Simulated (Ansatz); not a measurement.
# Sb₂Rh₃Au₃: relaxation (Ansatz)

Run with:

```bash
ansatz run input.yaml --threads 2 --pin off --max-ram 3584MiB --backend cpu --events-out ev --progress --plain --runs-dir out
```

Input:

```yaml
crystal:
  lattice:
    - [2.72707657, 4.7234338, 0.0]
    - [-2.72707657, 4.7234338, 0.0]
    - [-2.72707657, 1.57447496, 6.12036739]
  atoms:
    - { symbol: Rh, position: [0.5, 0.0, 0.5] }
    - { symbol: Rh, position: [0.0813, 0.8374, 0.2439] }
    - { symbol: Rh, position: [0.9187, 0.1626, 0.7561] }
    - { symbol: Au, position: [0.5, 0.5, 0.0] }
    - { symbol: Au, position: [0.0, 0.5, 0.0] }
    - { symbol: Au, position: [0.5, 0.0, 0.0] }
    - { symbol: Sb, position: [0.2471, 0.5058, 0.7413] }
    - { symbol: Sb, position: [0.7529, 0.4942, 0.2587] }
  symmetry: { tolerance: 0.0003 }
kpoints:
  mp_grid: { grid: [4, 4, 4], shift: [0, 0, 0] }
magnetization:
  spin_polarized: false
scf:
  occupations: { method: gaussian, width: 0.0214 }
  lower_state_search: "off"
hamiltonian:
  pseudopotentials: { kind: paw }
  xc: pbesol
basis:
  ecutwfc: 420
  fft_grid_basis: typed
relax:
  max_steps: 60
  cell: { p_target: 0.0 }
  f_tol: 0.03
output:
  forces: true
  stress: true
  eigenvalues: true
  bader: true
  populations: true
  elf: true
  write_potential: true
  volumetric_format: npy
  dos:
    e_range: [-12, 8]
    de: 0.05
    projected: { site_lists: { Au: [Au], Rh: [Rh], Sb: [Sb] } }
checkpoint:
  read: saved_state
```

Origin of the cell: a known structure type with other elements, at an estimated volume, so it need not be a known compound.

The saved state is a converged single point of the same cell.

Steps («new basis» is an SCF on plane waves selected anew at the same cell):

| step | ΔF (meV/atom) | max force component (eV/Å) | P (GPa) | volume (Å³) | SCF iterations | step was |
| --- | --- | --- | --- | --- | --- | --- |
| 1 | 0.0 | 19.746 | 26.01 | 157.67 | 6 | accepted |
| 2 | -766.4 | 10.477 | 4.60 | 160.92 | 6 | accepted |
| 3 | -1167.8 | 5.657 | -1.80 | 155.26 | 7 | accepted |
| 4 | -1361.6 | 1.320 | 1.62 | 145.89 | 7 | accepted |
| 5 | -1395.6 | 0.990 | 6.83 | 140.07 | 7 | accepted |
| 6 | -1410.5 | 0.495 | 2.96 | 143.03 | 6 | accepted |
| 7 | -1417.4 | 0.051 | -0.11 | 145.80 | 6 | accepted |
| 8 | -1417.6 | 0.021 | -0.01 | 145.73 | 6 | accepted |
| 9 | -1417.6 | 0.008 | 0.01 | 145.72 | 6 | accepted |
| 10 | -1417.0 | 0.008 | -0.01 | 145.72 | 6 | new basis |

Before:

Space group R-3m (No. 166); the run's cell has a = 5.454 Å, b = 5.454 Å, c = 6.883 Å, α = 66.66°, β = 90.00°, γ = 60.00°. Shortest distances: Au–Sb 2.23 Å, Au–Au 2.73 Å, Rh–Rh 2.99 Å, Rh–Sb 3.04 Å, Au–Rh 3.11 Å.

After:

Space group R-3m (No. 166); the run's cell has a = 5.196 Å, b = 5.196 Å, c = 6.917 Å, α = 67.94°, β = 90.00°, γ = 60.00°. Shortest distances: Rh–Sb 2.48 Å, Au–Au 2.60 Å, Rh–Rh 2.75 Å, Au–Sb 2.81 Å, Au–Rh 2.94 Å, Sb–Sb 3.35 Å.

```yaml
crystal:
  lattice:
    - [2.59803, 4.49991, 0.00000]
    - [-2.59803, 4.49991, 0.00000]
    - [-2.59803, 1.49997, 6.23227]
  atoms:
    - { symbol: Rh, position: [0.50000, 0.00000, 0.50000] }
    - { symbol: Rh, position: [0.07362, 0.85277, 0.22085] }
    - { symbol: Rh, position: [0.92638, 0.14723, 0.77915] }
    - { symbol: Au, position: [0.50000, 0.50000, 0.00000] }
    - { symbol: Au, position: [0.00000, 0.50000, 0.00000] }
    - { symbol: Au, position: [0.50000, 0.00000, 0.00000] }
    - { symbol: Sb, position: [0.20642, 0.58716, 0.61925] }
    - { symbol: Sb, position: [0.79358, 0.41284, 0.38075] }
```

| Quantity | Value |
| --- | --- |
| Free energy lowered by | 1417.0 meV/atom |
| Volume change | -7.58 % |
| Final pressure | -0.01 GPa |
| Relaxation steps listed | 10 |
| Formation energy (elements under the same functional, gases as molecules, uncorrected) | 0.354 eV/atom |

Caveats: no moments, though an odd count or open d shells may carry them; no spin-orbit coupling, though heavy elements are present; the given cell is far from equilibrium, with atoms too close or a volume far off; the k mesh is coarse if the cell is a metal; the relaxation held the start's symmetry, so the end may be a saddle point.

Time: 55 s on 2 threads of AMD EPYC 9R14 (Zen 4) (shared host), peak memory 0.68 GiB, from a saved density.
